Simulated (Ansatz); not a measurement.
# zincblende-structured CeC

Method: PBEsol, scalar-relativistic; no spin polarisation; PAW, 420 eV, Γ-centred 10×10×10 mesh, 0.05 eV Gaussian smearing; code Ansatz. The datasets are Ansatz's generated set soft_2.

Space group F-43m (No. 216). a = 5.423 Å, b = 5.423 Å, c = 5.423 Å, α = 90.00°, β = 90.00°, γ = 90.00°
| atom | site | symmetry | x | y | z |
| --- | --- | --- | --- | --- | --- |
| Ce | 4a | -43m | 0.0000 | 0.0000 | 0.0000 |
| C | 4d | -43m | 0.2500 | 0.2500 | 0.7500 |

This is a trial structure made by placing the elements on a prototype's sites, so it needn't be the stable form.

The cell above was scaled in volume, its shape and atoms being fixed by the lattice's symmetry. Energies are counted from the cell above.

The cell is relaxed to zero pressure at this level.

```
V (Å³/atom)  ΔE (meV/atom)  P from the stress (GPa)
     19.135           9.81                     4.08
     19.534           2.34                     1.94
     19.932           0.00                    -0.02
     20.331           2.31                    -1.81
     20.730           8.88                    -3.45
```

Q: Do the energies and the pressures agree? Compare −ΔE/ΔV between neighbouring points (1 meV/Å³ = 0.1602 GPa) with the mean of their pressures.

A: 
```tsv
interval (Å³/atom)	−ΔE/ΔV (GPa)	mean P (GPa)
19.14 to 19.53	3.0	3.0
19.53 to 19.93	0.9	1.0
19.93 to 20.33	-0.9	-0.9
20.33 to 20.73	-2.6	-2.6
```
They differ by 0.02 GPa at most.

Q: What do the two routes give for V0, B0 and B0′?

A: A third-order Birch–Murnaghan fit of the energies: V0 = 19.93 Å³/atom, B0 = 94 GPa, B0′ = 3.6. A polynomial of P in ln V, with B = −dP/d ln V at P = 0: V0 = 19.93 Å³/atom, B0 = 94 GPa, B0′ = 3.5.

B0·V0 = 93.8 GPa × 19.93 Å³ = 11.66 eV/atom sets the scale: near the minimum ΔE ≈ ½ B0 V0 x², with x = V/V0 − 1, and a pressure of 0.9 GPa squeezes the volume by about 1 %. At the ends of the curve: x = −4.0 % predicts 9.2 meV/atom and the run gives 9.8; x = +4.0 % predicts 9.4 meV/atom and the run gives 8.9. Compression costs more and expansion less than the parabola says, since the crystal stiffens as it shrinks; B0′ measures that.

These numbers lack spin–orbit coupling.
